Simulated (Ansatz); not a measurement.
Data:

GaN:
```xyz
2
Lattice="0.0000 2.2276 2.2276 2.2276 0.0000 2.2276 2.2276 2.2276 0.0000" Properties=species:S:1:pos:R:3 pbc="T T T"
Ga     0.0000     0.0000     0.0000
N      1.1138     1.1138     1.1138
```

This is the LDA-relaxed structure. Cartesian axes are those of the cell as given.

Problem. All from LDA (plane waves, PAW; program Ansatz), unless another level is named. Give the highest zone-centre frequency (without LO–TO term).

Solution. 553 cm^-1.

Problem. Next, the zero-point energy?

Solution. 78.8 meV/atom.

Problem. And the Debye temperature from the elastic constants?

Solution. 628 K.

Problem. What about the elastic constants (relaxed ions, GPa)?

Solution. C11 = 289, C12 = 159, C44 = 161.

Problem. Next, the piezoelectric stress constants (proper, relaxed ions, C/m²)?

Solution. e14 = e25 = e36 = 0.43.

Space group F-43m (zinc blende). Symmetry was held in the LDA relaxation. Signs of piezoelectric constants follow the polarity of the cell as given.

Potentials: the earlier of the program's two PAW sets. The files were generated under PBE; for other functionals the program regenerates the frozen cores, and for LDA and PBEsol the local potential too.
